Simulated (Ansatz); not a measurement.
**4 guesses for Bi2Te2O and where they end**

These are results of DFT PBE, scalar-relativistic, plane waves, PAW in Ansatz 0.2.0, not measurements. All cells share a 420 eV cutoff and Γ-centred k meshes spaced at most about 0.3 Å⁻¹ (about 0.25 or finer for metals, 2π included). No spin polarisation in the final relaxations.

Each guess was relaxed in cell and atoms at zero pressure, within the symmetry of its start. Temperature and zero-point effects are left out. Coordination counts O or Te atoms around Bi (for each partner element, those within 1.25 times its shortest distance or 1.15 times the sum of covalent radii, where it is the nearest in units of that sum or under 1.3; a plus sign parts groups by distance over the sum of covalent radii; a slash parts the counts of unlike sites).

| guess | made from | start group | V start (Å³/atom) | end group | V end (Å³/atom) | coordination at the end | gap on mesh (eV) | E over the lowest end (meV/atom) |
| --- | --- | --- | --- | --- | --- | --- | --- | --- |
| 1 | a Materials Project cell | P4/nmm | 29.2 | P4/nmm | 29.3 | Bi 5/8+1 | 0.49 | 0 |
| 2 | random cell | I-4m2 | 31.6 | ? | ? | ? | ? | ? |
| 3 | random cell | P6/mmm | 28.9 | P6/mmm | 38.8 | Bi 1+6 | 0 | 523 |
| 4 | random cell | P-4m2 | 28.2 | P-4m2 | 29.7 | Bi 4 | 0 | 409 |

Guess 2 as it starts:

```
Bi Te O
1.0
    -3.10083    3.10083    4.10296
     3.10083   -3.10083    4.10296
     3.10083    3.10083   -4.10296
Bi Te O
2 2 1
Direct
  0.78869 0.78869 0.00000
  0.21131 0.21131 0.00000
  0.50000 0.50000 0.00000
  0.25000 0.75000 0.50000
  0.00000 0.00000 0.00000
```

Question: Predict the end of this guess and its energy over the lowest end.

Answer: It ends in space group I-4m2 (No. 119), with a = 6.172 Å, c = 10.372 Å, 39.5 Å³/atom and no gap. It lies 0.55 eV/atom over the lowest end, above guess 3 and so the highest of the set. Counting O or Te atoms around Bi, this end has Bi 4 and the lowest (guess 1) has Bi 5/8+1.

```
CELL_PARAMETERS angstrom
-3.08616 3.08616 5.18591
3.08616 -3.08616 5.18591
3.08616 3.08616 -5.18591
ATOMIC_POSITIONS crystal
Bi 0.79653 0.79653 0.00000
Bi 0.20347 0.20347 0.00000
Te 0.50000 0.50000 0.00000
Te 0.25000 0.75000 0.50000
O 0.00000 0.00000 0.00000
```

Formation energies are uncorrected and refer to the elements' standard structures at the same level (O₂ as a molecule).

Question: Is the lowest end bound against the elements?

Answer: Yes: its formation energy is −0.469 eV/atom. A negative formation energy is needed for stability but isn't enough: competing phases decide.

Weakly bound directions are ill-defined at this level, which has no dispersion term (P4/nmm), and this can change margins and order among such cells. These runs have no spin–orbit coupling, which can matter for Bi and Te. Kohn–Sham gaps at this level usually fall short of measured ones. The missing spin–orbit coupling can work the other way here. The reference form of Te is held partly by dispersion forces, which this level lacks. Cells relaxed within their symmetry can be saddle points. Some structure types and database cells were kept out of the candidates from the start, so a known form may be missing.
